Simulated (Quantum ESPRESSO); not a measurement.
Simulation results for Zr₂TaGaO₈ (made-up cell), Si₃NO₄F (made-up cell)

All values are calculated (Quantum ESPRESSO 7.5). Calculation on a made-up crystal cell, not a measurement: periodic Kohn-Sham density functional theory in plane waves with PseudoDojo standard norm-conserving scalar-relativistic pseudopotentials, each functional with its own files (v0.5 for PBE, v0.4.1 for LDA and PBEsol), no spin polarisation, no spin-orbit coupling, atoms not relaxed, stress positive in tension, energies less a fixed whole-eV offset for each atom's element; levels are Kohn-Sham levels at fractions of this cell's reciprocal vectors, counted from the reference band (half the neutral cell's valence electrons, rounded up) at Gamma; error bars cover cutoff and k-mesh only, not smearing or the files; each bar is the largest change over components, and at least 0.002 eV, 0.002 eV per angstrom or 0.02 GPa; added strain carries the atoms with the cell, and shear is the tensor component; no dispersion term; energies are for the whole cell, and the offsets were chosen from early runs and are not element reference energies.

Common to all runs: functional pbe; cutoff 1143 eV; fermi dirac smearing 0.025 eV; scf tolerance 1e-07 eV; electrons removed 0; k mesh 5 x 5 x 4, shifted by half a step.

(1) Zr₂TaGaO₈ (made-up cell)

```xyz
12
Lattice="4.7901 -0.0278 0.0248 -0.0278 4.7164 -0.0332 0.0331 -0.0443 6.4897" Properties=species:S:1:pos:R:3 Zr2TaGaO8
Ga     0.1854    -0.0792    -0.1100
Zr     2.2769     2.2986     1.7547
Ta     0.1137     0.0267     3.1871
Zr     2.3480     2.3347     4.9444
O      1.4247     1.4034    -0.2042
O      3.3077     3.1726    -0.1429
O      3.7443     0.8628     1.5791
O      1.0217     3.9085     1.5857
O      1.5737     1.4249     3.3920
O      3.4493     3.0828     3.2985
O      3.8680     0.9027     4.8773
O      0.9428     3.7621     4.9684
```

- lattice type: rutile, doubled along c
- free energy less offsets: -0.7437 eV
- scf iterations: 16
- smearing term minus ts: 0 eV
- pressure: 3.964 GPa
- stress xx: -2.783 GPa
- stress yy: -8.177 GPa
- stress zz: -0.9318 GPa
- stress yz: -3.138 GPa
- stress xz: 2.215 GPa
- stress xy: 1.517 GPa
- reference band: 49
- error bar energy: 0.003708 eV
- error bar stress: 0.0304 GPa
- error bar force: 0.003094 eV/Å
- error bar next band up: 0.002 eV
- error bars from: tighter rerun of a related cell

Atoms:
| atoms element | atom site | atom energy offset (eV) |
| --- | --- | --- |
| Ga | 1 | -2080 |
| Zr | 2 | -1377 |
| Ta | 3 | -1770 |
| Zr | 4 | -1377 |
| O | 5 | -452 |
| O | 6 | -452 |
| O | 7 | -452 |
| O | 8 | -452 |
| O | 9 | -452 |
| O | 10 | -452 |
| O | 11 | -452 |
| O | 12 | -452 |

Forces:
| site | x (eV/Å) | y (eV/Å) | z (eV/Å) |
| --- | --- | --- | --- |
| 1 | -2.733 | 1.305 | 1.015 |
| 2 | 2.742 | -0.01758 | -3.818 |
| 3 | -3.653 | 0.1204 | 2.186 |
| 4 | 2.904 | 0.9927 | 1.435 |
| 5 | -1.846 | -1.672 | 4.068 |
| 6 | 2.012 | 2.069 | 3.505 |
| 7 | 2.339 | -1.391 | 2.146 |
| 8 | -1.056 | 0.7825 | 1.188 |
| 9 | -3.696 | -3.281 | -3.05 |
| 10 | 1.485 | 2.573 | -1.996 |
| 11 | 2.42 | -2.53 | -2.654 |
| 12 | -0.9178 | 1.049 | -4.025 |

Levels:
| level k point | next band up (eV) |
| --- | --- |
| Gamma | 1.379 |
| (1/2,1/2,1/2) | 2.088 |
| (0.15,0,0) | 1.485 |
| (0,0.15,0) | 1.49 |
| (0,0,0.15) | 1.497 |

(2) Si₃NO₄F (made-up cell)

```xyz
9
Lattice="4.8698 0.0000 0.0000 -2.4349 4.2174 0.0000 0.0000 0.0000 5.3451" Properties=species:S:1:pos:R:3 Si3NO4F
Si     2.2567    -0.0073     3.5582
Si    -1.1401     1.9795     1.7938
Si     1.3299     2.2447     0.0234
O      1.3752     1.0534     4.2007
O      3.1994     0.6096     2.4599
O      2.7641     2.4965     0.6405
F      0.2794     1.7644     1.1507
O     -1.0978     3.0613     2.9166
N      0.7874     3.6211     4.7213
```

* lattice type: quartz
* free energy less offsets: 7.253 eV
* scf iterations: 11
* smearing term minus ts: 0 eV
* pressure: 19.32 GPa
* stress xx: -25.83 GPa
* stress yy: -14.23 GPa
* stress zz: -17.91 GPa
* stress yz: 0.5787 GPa
* stress xz: 4.388 GPa
* stress xy: 3.726 GPa
* reference band: 24
* error bar energy: 0.002012 eV
* error bar stress: 0.02 GPa
* error bar force: 0.002 eV/Å
* error bar next band up: 0.002 eV
* error bars from: tighter rerun of a related cell

Atoms:
| atoms element | atom site | atom energy offset (eV) |
| --- | --- | --- |
| Si | 1 | -115 |
| Si | 2 | -115 |
| Si | 3 | -115 |
| O | 4 | -452 |
| O | 5 | -452 |
| O | 6 | -452 |
| F | 7 | -677 |
| O | 8 | -452 |
| N | 9 | -283 |

Forces:
| site | x (eV/Å) | y (eV/Å) | z (eV/Å) |
| --- | --- | --- | --- |
| 1 | 2.571 | -3.104 | 2.399 |
| 2 | -4.919 | -0.8811 | 2.138 |
| 3 | 1.32 | 2.482 | -7.254 |
| 4 | -3.512 | 3.787 | 2.587 |
| 5 | 1.847 | 1.492 | -3.302 |
| 6 | 1.098 | -0.5458 | 0.716 |
| 7 | 1.339 | -2.486 | 1.522 |
| 8 | -0.3238 | 0.1823 | -0.5996 |
| 9 | 0.5787 | -0.9265 | 1.794 |

Levels:
| level k point | next band up (eV) |
| --- | --- |
| Gamma | 2.892 |
| (1/2,1/2,1/2) | 4.919 |
| (0.15,0,0) | 3.239 |
| (0,0.15,0) | 3.164 |
| (0,0,0.15) | 3.105 |

(3) Si₃NO₄F (made-up cell)

```xyz
9
Lattice="4.8698 0.0000 0.0000 -2.4349 4.2174 0.0000 0.0000 0.0000 5.3451" Properties=species:S:1:pos:R:3 Si3NO4F
Si     2.2567    -0.0073     3.5582
Si    -1.1401     1.9795     1.7938
Si     1.3299     2.2447     0.0234
O      1.3752     1.0665     4.2007
O      3.1994     0.6096     2.4599
O      2.7641     2.4965     0.6405
F      0.2794     1.7644     1.1507
O     -1.0978     3.0613     2.9166
N      0.7874     3.6211     4.7213
```

- lattice type: quartz
- free energy less offsets: 7.207 eV
- scf iterations: 11
- smearing term minus ts: 0 eV
- pressure: 19.14 GPa
- stress xx: -25.39 GPa
- stress yy: -14.14 GPa
- stress zz: -17.9 GPa
- stress yz: 0.5866 GPa
- stress xz: 4.182 GPa
- stress xy: 3.324 GPa
- reference band: 24
- error bar energy: 0.002012 eV
- error bar stress: 0.02 GPa
- error bar force: 0.002 eV/Å
- error bar next band up: 0.002 eV
- error bars from: tighter rerun of a related cell

Atoms:
| atoms element | atom site | atom energy offset (eV) |
| --- | --- | --- |
| Si | 1 | -115 |
| Si | 2 | -115 |
| Si | 3 | -115 |
| O | 4 | -452 |
| O | 5 | -452 |
| O | 6 | -452 |
| F | 7 | -677 |
| O | 8 | -452 |
| N | 9 | -283 |

Forces:
| site | x (eV/Å) | y (eV/Å) | z (eV/Å) |
| --- | --- | --- | --- |
| 1 | 2.349 | -2.827 | 2.596 |
| 2 | -4.922 | -0.8801 | 2.117 |
| 3 | 1.32 | 2.603 | -7.153 |
| 4 | -3.219 | 3.256 | 2.253 |
| 5 | 1.839 | 1.491 | -3.295 |
| 6 | 1.11 | -0.5352 | 0.7346 |
| 7 | 1.33 | -2.482 | 1.531 |
| 8 | -0.3296 | 0.2184 | -0.5755 |
| 9 | 0.5217 | -0.8438 | 1.793 |

Levels:
| level k point | next band up (eV) |
| --- | --- |
| Gamma | 2.886 |
| (1/2,1/2,1/2) | 4.924 |
| (0.15,0,0) | 3.234 |
| (0,0.15,0) | 3.158 |
| (0,0,0.15) | 3.099 |

(4) Si₃NO₄F (made-up cell)

```xyz
9
Lattice="4.8698 0.0000 0.0000 -2.4349 4.2174 0.0000 0.0000 0.0000 5.3451" Properties=species:S:1:pos:R:3 Si3NO4F
Si     2.2567    -0.0073     3.5582
Si    -1.1401     1.9795     1.7938
Si     1.3299     2.2447     0.0234
O      1.3752     1.1111     4.2007
O      3.1994     0.6096     2.4599
O      2.7641     2.4965     0.6405
F      0.2794     1.7644     1.1507
O     -1.0978     3.0613     2.9166
N      0.7874     3.6211     4.7213
```

- lattice type: quartz
- stress yy: withheld
- stress yz: withheld

Atoms:
| atoms element | atom site | atom energy offset (eV) |
| --- | --- | --- |
| Si | 1 | -115 |
| Si | 2 | -115 |
| Si | 3 | -115 |
| O | 4 | -452 |
| O | 5 | -452 |
| O | 6 | -452 |
| F | 7 | -677 |
| O | 8 | -452 |
| N | 9 | -283 |

(5) Si₃NO₄F (made-up cell)

```xyz
9
Lattice="4.8698 0.0000 0.0000 -2.4349 4.2174 0.0000 0.0000 0.0000 5.3451" Properties=species:S:1:pos:R:3 Si3NO4F
Si     2.2567    -0.0073     3.5582
Si    -1.1401     1.9795     1.7938
Si     1.3299     2.2447     0.0234
O      1.3752     1.1366     4.2007
O      3.1994     0.6096     2.4599
O      2.7641     2.4965     0.6405
F      0.2794     1.7644     1.1507
O     -1.0978     3.0613     2.9166
N      0.7874     3.6211     4.7213
```

* lattice type: quartz
* stress yy: withheld
* stress yz: withheld
* stress xx: withheld

Atoms:
| atoms element | atom site | atom energy offset (eV) |
| --- | --- | --- |
| Si | 1 | -115 |
| Si | 2 | -115 |
| Si | 3 | -115 |
| O | 4 | -452 |
| O | 5 | -452 |
| O | 6 | -452 |
| F | 7 | -677 |
| O | 8 | -452 |
| N | 9 | -283 |

(6) Si₃NO₄F (made-up cell)

```xyz
9
Lattice="4.8698 0.0000 0.0000 -2.4349 4.2174 0.0000 0.0000 0.0000 5.3451" Properties=species:S:1:pos:R:3 Si3NO4F
Si     2.2567    -0.0073     3.5582
Si    -1.1401     1.9795     1.7938
Si     1.3299     2.2447     0.0234
O      1.3752     1.1634     4.2007
O      3.1994     0.6096     2.4599
O      2.7641     2.4965     0.6405
F      0.2794     1.7644     1.1507
O     -1.0978     3.0613     2.9166
N      0.7874     3.6211     4.7213
```

* lattice type: quartz
* stress yy: withheld
* pressure: withheld
* stress xy: withheld
* stress yz: withheld

Atoms:
| atoms element | atom site | atom energy offset (eV) |
| --- | --- | --- |
| Si | 1 | -115 |
| Si | 2 | -115 |
| Si | 3 | -115 |
| O | 4 | -452 |
| O | 5 | -452 |
| O | 6 | -452 |
| F | 7 | -677 |
| O | 8 | -452 |
| N | 9 | -283 |

Questions
1. Si₃NO₄F (made-up cell) (entry 4): stress yy?
2. What stress yz does the calculation give for Si₃NO₄F (made-up cell) (entry 4)?
3. Give the table of levels values for Si₃NO₄F (made-up cell) (entry 4).
4. Estimate the stress yy of Si₃NO₄F (made-up cell) (entry 5).
5. Give the missing stress yz for Si₃NO₄F (made-up cell) (entry 5).
6. Give the missing stress xx for Si₃NO₄F (made-up cell) (entry 5).
7. What stress yy does the calculation give for Si₃NO₄F (made-up cell) (entry 6)?
8. Give the missing pressure for Si₃NO₄F (made-up cell) (entry 6).
9. What stress xy does the calculation give for Si₃NO₄F (made-up cell) (entry 6)?
10. What stress yz does the calculation give for Si₃NO₄F (made-up cell) (entry 6)?

Calculated values
1. -13.95 GPa
2. 0.4306 GPa
3. 
Levels:
| level k point | next band up (eV) |
| --- | --- |
| Gamma | 2.86 |
| (1/2,1/2,1/2) | 4.935 |
| (0.15,0,0) | 3.208 |
| (0,0.15,0) | 3.131 |
| (0,0,0.15) | 3.073 |
4. -13.93 GPa
5. 0.2141 GPa
6. -23.39 GPa
7. -13.99 GPa
8. 18.51 GPa
9. 0.8331 GPa
10. -0.1126 GPa

Further results for Si₃NO₄F (made-up cell) (entry 4):

- free energy less offsets: 7.101 eV
- scf iterations: 11
- smearing term minus ts: 0 eV
- pressure: 18.7 GPa
- stress xx: -24.06 GPa
- stress zz: -18.1 GPa
- stress xz: 3.582 GPa
- stress xy: 2.072 GPa
- reference band: 24
- error bar energy: 0.002012 eV
- error bar stress: 0.02 GPa
- error bar force: 0.002 eV/Å
- error bar next band up: 0.002 eV
- error bars from: tighter rerun of this cell

Forces:
| site | x (eV/Å) | y (eV/Å) | z (eV/Å) |
| --- | --- | --- | --- |
| 1 | 1.698 | -1.969 | 3.187 |
| 2 | -4.932 | -0.8752 | 2.046 |
| 3 | 1.317 | 3.072 | -6.735 |
| 4 | -2.325 | 1.474 | 1.119 |
| 5 | 1.809 | 1.486 | -3.272 |
| 6 | 1.151 | -0.4998 | 0.799 |
| 7 | 1.302 | -2.47 | 1.563 |
| 8 | -0.3481 | 0.3352 | -0.498 |
| 9 | 0.3282 | -0.5532 | 1.791 |

Further results for Si₃NO₄F (made-up cell) (entry 5):

* free energy less offsets: 7.076 eV
* scf iterations: 11
* smearing term minus ts: 0 eV
* pressure: 18.56 GPa
* stress zz: -18.36 GPa
* stress xz: 3.304 GPa
* stress xy: 1.438 GPa
* reference band: 24
* error bar energy: 0.002012 eV
* error bar stress: 0.02 GPa
* error bar force: 0.002 eV/Å
* error bar next band up: 0.002 eV
* error bars from: tighter rerun of a related cell

Forces:
| site | x (eV/Å) | y (eV/Å) | z (eV/Å) |
| --- | --- | --- | --- |
| 1 | 1.392 | -1.536 | 3.473 |
| 2 | -4.937 | -0.8714 | 2.006 |
| 3 | 1.312 | 3.379 | -6.44 |
| 4 | -1.88 | 0.4707 | 0.4644 |
| 5 | 1.792 | 1.483 | -3.257 |
| 6 | 1.174 | -0.4801 | 0.8366 |
| 7 | 1.287 | -2.463 | 1.581 |
| 8 | -0.3579 | 0.3979 | -0.4568 |
| 9 | 0.2181 | -0.3807 | 1.792 |

Levels:
| level k point | next band up (eV) |
| --- | --- |
| Gamma | 2.84 |
| (1/2,1/2,1/2) | 4.934 |
| (0.15,0,0) | 3.188 |
| (0,0.15,0) | 3.112 |
| (0,0,0.15) | 3.053 |

Further results for Si₃NO₄F (made-up cell) (entry 6):

- free energy less offsets: 7.078 eV
- scf iterations: 11
- smearing term minus ts: 0 eV
- stress xx: -22.76 GPa
- stress zz: -18.77 GPa
- stress xz: 3.059 GPa
- reference band: 24
- error bar energy: 0.002012 eV
- error bar stress: 0.02 GPa
- error bar force: 0.002 eV/Å
- error bar next band up: 0.002 eV
- error bars from: tighter rerun of a related cell

Forces:
| site | x (eV/Å) | y (eV/Å) | z (eV/Å) |
| --- | --- | --- | --- |
| 1 | 1.119 | -1.123 | 3.738 |
| 2 | -4.943 | -0.8669 | 1.964 |
| 3 | 1.305 | 3.733 | -6.079 |
| 4 | -1.458 | -0.5744 | -0.2369 |
| 5 | 1.773 | 1.481 | -3.242 |
| 6 | 1.198 | -0.4599 | 0.8767 |
| 7 | 1.271 | -2.456 | 1.6 |
| 8 | -0.3676 | 0.4606 | -0.4158 |
| 9 | 0.1026 | -0.1945 | 1.795 |

Levels:
| level k point | next band up (eV) |
| --- | --- |
| Gamma | 2.816 |
| (1/2,1/2,1/2) | 4.929 |
| (0.15,0,0) | 3.165 |
| (0,0.15,0) | 3.088 |
| (0,0,0.15) | 3.029 |
